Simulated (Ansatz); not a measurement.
Ge:
```yaml
crystal:
  lattice:
    - [3.95866, 0.00000, 0.00000]
    - [-1.97933, 3.42830, 0.00000]
    - [0.00000, 0.00000, 6.53178]
  atoms:
    - { symbol: Ge, position: [0.66667, 0.33333, 0.06287] }
    - { symbol: Ge, position: [0.33333, 0.66667, 0.93713] }
    - { symbol: Ge, position: [0.33333, 0.66667, 0.56287] }
    - { symbol: Ge, position: [0.66667, 0.33333, 0.43713] }
```

Relaxed with LDA. Special points in fractions of this cell's reciprocal vectors: Γ (0.000, 0.000, 0.000); M (0.500, 0.000, 0.000); K (0.333, 0.333, 0.000); A (0.000, 0.000, 0.500); L (0.500, 0.000, 0.500); H (0.333, 0.333, 0.500).

Question: List the band energies nearest the Fermi level at these points for LDA (plane waves, PAW; program Ansatz).

Answer: In eV from the Fermi level; about four levels below and three above (degenerate sets whole), none deeper than 8.9 eV; points with the same levels are listed once.

```tsv
k	below	above
Γ	-1.54 -1.54 -0.18 -0.15	0.04 0.11 0.11
M	-4.75 -3.18 -2.95 -1.50	0.41 1.63 3.48
K	-5.18 -3.60 -3.60 -3.33	1.31 4.63 4.63
A	-0.90 -0.90 -0.90 -0.90	0.65 0.65 3.35 3.35 3.35 3.35
L	-2.64 -2.64 -2.50 -2.50	0.44 0.44 2.03 2.03
H	-4.46 -4.46 -2.10 -2.10	1.20 1.20 4.04 4.04
```

Space group P6_3/mmc. The first step of the workflow began from a Materials Project structure, measured or hypothetical; the Crystallography Open Database copy checked does not list it. It is not the phase usual at ambient conditions (space group No. 227). The cell was relaxed with LDA under the symmetry of its start; of distortions, only those at the zone centre were tested. The Fermi level of a semimetal is unsure by some 0.05 eV on such meshes. Spin–orbit coupling is left out wherever it is not named.

Potentials: the earlier of the program's two PAW sets.
